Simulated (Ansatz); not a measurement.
BiRh (NiAs type)

```cif
data_Bi2Rh2
_chemical_formula_sum 'Bi2 Rh2'
_space_group_name_H-M_alt 'P 1'
_space_group_IT_number 1
_cell_length_a 4.12992
_cell_length_b 4.12992
_cell_length_c 5.69239
_cell_angle_alpha 90.000
_cell_angle_beta 90.000
_cell_angle_gamma 120.000
loop_
_space_group_symop_operation_xyz
  'x, y, z'
loop_
_atom_site_label
_atom_site_type_symbol
_atom_site_fract_x
_atom_site_fract_y
_atom_site_fract_z
_atom_site_occupancy
Bi1 Bi 0.33333 0.66667 0.25000 1
Bi2 Bi 0.66667 0.33333 0.75000 1
Rh1 Rh 0.00000 0.00000 0.50000 1
Rh2 Rh 0.00000 0.00000 0.00000 1
```

This relaxed cell (volume V₀) is scaled evenly in all directions, its shape held. Symmetry pins the atoms to their sites.

Method: r2SCAN (plane waves to 500 eV, PAW, scalar-relativistic; Ansatz, an electronic-structure program). k mesh 13×13×8 (Γ-centred), Fermi-Dirac smearing 0.05 eV. The energy includes the smearing's −TS. Stress and pressure are positive under compression. BiRh is run without spin polarisation. BiRh was relaxed with its symmetry unable to fall. Spin-orbit coupling is left out, though Bi is heavy. The zero of ΔE is the relaxed starting cell.

```tsv
V/V₀	ΔE (eV/atom)	P (GPa)
0.900	[?]	17.6
0.917	[?]	13.8
0.933	[?]	10.5
0.950	[?]	7.4
0.967	0.010	4.7
0.983	0.002	2.2
1.000	0.000	0.0
1.017	0.002	-2.0
1.033	0.009	-3.8
1.050	0.019	-5.5
1.067	0.032	-6.9
1.083	0.049	-8.2
1.100	[?]	-9.4
```

Problem. Complete the blanks.

Solution. 
- 0.900, ΔE (eV/atom): 0.103
- 0.917, ΔE (eV/atom): 0.069
- 0.933, ΔE (eV/atom): 0.043
- 0.950, ΔE (eV/atom): 0.023
- 1.100, ΔE (eV/atom): 0.068

(Under strain, the slope of the energy per volume gives the stress and its curvature an elastic modulus.)
